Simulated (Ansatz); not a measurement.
Relaxed GaSb (zinc blende):

```yaml
crystal:
  lattice:
    - [0.00000, 6.13244, 6.13244]
    - [3.06622, 0.00000, 3.06622]
    - [3.06622, 3.06622, 0.00000]
  atoms:
    - { symbol: Sb, position: [0.37500, 0.75000, 0.75000] }
    - { symbol: Sb, position: [0.87500, 0.75000, 0.75000] }
    - { symbol: Ga, position: [0.00000, 0.00000, 0.00000] }
    - { symbol: Ga, position: [0.50000, 0.00000, 0.00000] }
```

In each cell atom 1 (Sb, nearest neighbour Ga at 2.655 Å; its periodic images, 4.3 Å or more away, move with it) moves by s·(-0.577, -0.577, 0.577) (towards the nearest neighbour), the rest being held.

The numbers are results of r2SCAN (plane waves to 500 eV, PAW, scalar-relativistic; Ansatz, a first-principles code), not measurements. k mesh 11×11×11 (Γ-centred), Fermi-Dirac smearing 0.05 eV. The energy includes the smearing's −TS. GaSb was relaxed with its symmetry unable to fall. Spin-orbit coupling is left out, though Sb is heavy. ΔE is measured from the undisplaced structure.

The scan covers s from -0.270 to 0.270 Å in 11 points.

### Question
Is this a single well or a double well?

### Answer
A single well with its minimum at or next to zero displacement.

### Question
Is the energy the same for displacements of ±0.270 Å, and if not, which side lies higher?

### Answer
Not even: the positive side lies higher at ±0.270 Å. With its periodic images moving along, the atom's site symmetry in this cell is 3m.

### Question
What force acts on the atom along the line at s = -0.270 Å?

### Answer
1.52 eV/Å.

### Question
What is the energy change at s = 0.270 Å?

### Answer
393 meV/cell.

### Question
What is the force constant k = d²E/ds² of this move at s = 0?

### Answer
8.45 eV/Å².

(A displaced cell: forces are minus the slopes of the energy, force constants its curvatures, and phonons follow from these.)
